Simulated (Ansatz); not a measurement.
# TlNi2S2 single point

The input, for Ansatz 0.2.0 (plane waves, PAW):

```yaml
crystal:
  lattice:
    - [-1.764238, 1.984621, 6.239598]
    - [3.753978, 0.048737, 0.052489]
    - [0.097474, 7.422473, 0.182172]
  atoms:
    - { symbol: Ni, position: [0.513784, 0.256949, 0.615595] }
    - { symbol: Ni, position: [0.489617, 0.181664, 0.114879] }
    - { symbol: Ni, position: [0.502713, 0.793985, 0.867968] }
    - { symbol: Ni, position: [0.460834, 0.733316, 0.380036] }
    - { symbol: S, position: [0.7124, 0.356697, 0.304399] }
    - { symbol: S, position: [0.737798, 0.414919, 0.813214] }
    - { symbol: S, position: [0.29455, 0.633995, 0.167462] }
    - { symbol: S, position: [0.271366, 0.609056, 0.699502] }
    - { symbol: Tl, position: [0.97605, 0.003873, 0.980098] }
    - { symbol: Tl, position: [0.029445, 0.028925, 0.493187] }
kpoints:
  mp_grid: { grid: [3, 5, 3], shift: [0.5, 0.5, 0.0] }
magnetization:
  spin_polarized: false
scf:
  occupations: { method: methfessel_paxton, width: 0.0436 }
  lower_state_search: "off"
  max_iter: 200
hamiltonian:
  pseudopotentials: { kind: paw }
  xc: mr2scan
basis:
  ecutwfc: 500
  fft_grid_basis: typed
output:
  forces: true
  stress: true
  eigenvalues: true
  bader: true
  populations: true
  elf: true
  write_potential: true
  volumetric_format: npy
  dos:
    e_range: [-12, 8]
    de: 0.05
    projected: { site_lists: { Ni: [Ni], S: [S], Tl: [Tl] } }
checkpoint:
  read: saved_state
```

The run starts from an earlier solution of this cell. 

Excerpt of what it printed:

```
Free energy (F): -49924.1278 eV
Harris-Foulkes:  -49924.1278 eV  (|F-HF|=2.90e-8)
Internal energy: -49924.1270 eV  (E = F + TS)
E sigma→0 (E₀):  -49924.1276 eV
Entropy (-TS):   -0.0009 eV (-0.089 meV/atom)
Fermi energy:    11.0750 eV
Step filling:    the computed levels leave a gap of 0.0078 eV = 0.2 smearing widths at the electron count; against every level under it full and every level over it empty, smearing changes F+E_penalty+E_count by -0.153 meV and its σ→0 estimate by +0.069 meV
--- Forces (eV/Å), atoms counted from 1 ---
  atom   1  Ni     0.1178    -0.0458     0.1413
  atom   2  Ni     1.5889     0.4600     0.9616
  atom   3  Ni    -0.5904    -0.5559     0.0353
  atom   4  Ni    -0.1099     0.5288     0.4086
  atom   5  S     -0.0039     0.2766    -1.8276
  atom   6  S     -0.3933    -0.4838    -2.1713
  atom   7  S     -0.6862    -0.1095     0.4167
  atom   8  S      0.2199    -0.4218     2.2244
  atom   9  Tl    -0.1078     0.6378     0.1024
  atom  10  Tl    -0.0352    -0.2864    -0.2914
--- Stress (GPa, compression-positive) ---
        0.2181      -0.5364       0.4213
       -0.5364      -0.6832      -1.1648
        0.4213      -1.1648      -1.4740
  P = ⅓ Tr σ = -0.6464 GPa (-6.464 kbar)
--- Bader charges: 10 sites ---
  site symbol  charge [e]  shift [e]
     0     Ni      0.4524     0.0024
     1     Ni      0.4491     0.0005
     2     Ni      0.4466     0.0017
     3     Ni      0.4563     0.0020
     4      S     -0.7514     0.0025
     5      S     -0.7844     0.0026
     6      S     -0.7048     0.0006
     7      S     -0.7662     0.0021
     8     Tl      0.6219     0.0000
     9     Tl      0.5804     0.0000
```

Origin: a strained cell with displaced atoms, so it need not be a known compound. Caveats: no spin polarisation, so a magnetic state may lie lower; the k mesh is coarse if the cell is a metal; atoms or cell far from equilibrium; m-r2SCAN is r2SCAN with a changed spin dependence that lowers moments.
